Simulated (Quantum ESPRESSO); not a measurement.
pw.x input (Quantum ESPRESSO 7.5; LDA, PseudoDojo standard norm-conserving files, scalar-relativistic):

```
&CONTROL
  calculation = 'scf'
  pseudo_dir = './pseudo'
  outdir = './out'
  tprnfor = .true.
  tstress = .true.
/
&SYSTEM
  ibrav = 0
  nat = 2
  ntyp = 2
  ecutwfc = 80.0
  ecutrho = 320.0
  occupations = 'smearing'
  smearing = 'fd'
  degauss = 0.002
  nbnd = 13
/
&ELECTRONS
  conv_thr = 2e-10
/
ATOMIC_SPECIES
Al 26.9815 Al.upf
As 74.9216 As.upf
CELL_PARAMETERS angstrom
  0.000000000000   2.811766301000   2.811766301000
  2.811766301000   0.000000000000   2.811766301000
  2.811766301000   2.811766301000   0.000000000000
ATOMIC_POSITIONS crystal
Al   0.000000000000   0.000000000000   0.000000000000
As   0.250000000000   0.250000000000   0.250000000000
K_POINTS automatic
8 8 8 0 0 0
```

End of the output:

```
     total energy              =    -216.74433948 Ry
     estimated scf accuracy    <       0.00000082 Ry
     total energy              =    -216.74433968 Ry
     estimated scf accuracy    <          1.8E-09 Ry
     total energy              =    -216.74433969 Ry
     estimated scf accuracy    <          1.3E-09 Ry
[...]
     the Fermi energy is     7.1469 ev
!    total energy              =    -216.74433969 Ry
     estimated scf accuracy    <          7.7E-12 Ry
     smearing contrib. (-TS)   =      -0.00000000 Ry
     internal energy E=F+TS    =    -216.74433969 Ry
     The total energy is F=E-TS. E is the sum of the following terms:
     one-electron contribution =    -134.50299436 Ry
     hartree contribution      =      74.51677916 Ry
     xc contribution           =     -49.01004809 Ry
     ewald contribution        =    -107.74807639 Ry
     convergence has been achieved in   8 iterations
     Forces acting on atoms (cartesian axes, Ry/au):
     atom    1 type  1   force =     0.00000000    0.00000000    0.00000000
     atom    2 type  2   force =     0.00000000   -0.00000000    0.00000000
     Total force =     0.000000     Total SCF correction =     0.000000
     Computing stress (Cartesian axis) and pressure
          total   stress  (Ry/bohr**3)                   (kbar)     P=       -0.94
  -0.00000639  -0.00000000   0.00000000           -0.94       -0.00        0.00
  -0.00000000  -0.00000639  -0.00000000           -0.00       -0.94       -0.00
  -0.00000000  -0.00000000  -0.00000639           -0.00       -0.00       -0.94
```
In a gapped system the printed Fermi energy is only some level inside the gap.

Spin-orbit coupling is not included.

Geometry relaxed with LDA.
